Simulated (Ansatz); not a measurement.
Starting structure of a cell relaxation (symmetry kept):

```xyz
2
Lattice="0.0000 2.1242 2.1242 2.1242 0.0000 2.1242 2.1242 2.1242 0.0000" Properties=species:S:1:pos:R:3 pbc="T T T"
Co    0.0000    0.0000    0.0000
O     2.1242    2.1242    2.1242
```

Computed with DFT PBE+D3(BJ), scalar-relativistic, plane waves, PAW in Ansatz.

Settings: cutoff 420 eV, Γ-centred mesh 16×16×16 on the computed 2-atom cell, Gaussian smearing of 0.10 eV; collinear spin from starting moments 2.74 0.35 μB.

Q: What does it relax to?

A: The volume increases by 0.04 Å³/atom to 9.63 Å³/atom, and the energy falls by 4.5 meV/atom. The cell ends with a moment of 2.94 μB (only this magnetic start was tried). Final structure:
```cif
data_structure
_symmetry_space_group_name_H-M 'Fm-3m'
_symmetry_Int_Tables_number 225
_cell_length_a 4.2547
_cell_length_b 4.2547
_cell_length_c 4.2547
_cell_angle_alpha 90.000
_cell_angle_beta 90.000
_cell_angle_gamma 90.000
_cell_volume 77.02
loop_
_atom_site_label
_atom_site_type_symbol
_atom_site_symmetry_multiplicity
_atom_site_Wyckoff_symbol
_atom_site_fract_x
_atom_site_fract_y
_atom_site_fract_z
_atom_site_occupancy
Co1 Co 4 a 0.00000 0.00000 0.00000 1
O1 O 4 b 0.50000 0.00000 0.00000 1
```

The cell holds one magnetic atom, so it can only be ferromagnetic; an antiferromagnetic order may lie lower. An atom lies near a switch of its D3 coefficient C6 between reference coordination numbers, so the dispersion energy changes steeply there and can make or shift the minimum.

Cost: 1 run of about 1.8 core-minutes, on Intel Xeon Platinum 8259CL (Skylake/Cascade Lake) (shared hosts).